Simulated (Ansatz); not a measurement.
NiS in space group R3m (No. 160; Ni on 9b, S on 9b) at seven volumes, PBEsol (plane waves, PAW; program Ansatz), shape and atoms relaxed at each. One row is withheld.

| V (Å³/atom) | P (GPa) |
|---|---|
| 11.990 | 17.44 |
| 12.385 | 10.56 |
| 12.780 | 4.82 |
| 13.176 | 0.01 |
| 13.571 | -3.98 |
| 13.966 | ? |
| 14.362 | -10.01 |

Question: Fit the shown pressures and predict the withheld one.

Answer: P = (3/2)B₀(x^(7/2) − x^(5/2))[1 + (3/4)(B′ − 4)(x − 1)] with x = (V₀/V)^(2/3). Least squares on the six rows gives V₀ = 13.177 Å³/atom, B₀ = 145 GPa, B′ = 5.12. At V = 13.966, x = 0.9620 and P = -7.27 GPa. The run itself gave -7.29 GPa.

The first step of the workflow began from a Materials Project structure, measured or hypothetical; the Crystallography Open Database files this formula in space group No. 160, but the cells were not matched. Its standing as an ambient phase is unchecked. Symmetry was held in the PBEsol relaxation; whether a distortion lowers the energy is not shown. The run is not spin-polarised.

Potentials: the later of the program's two PAW sets.
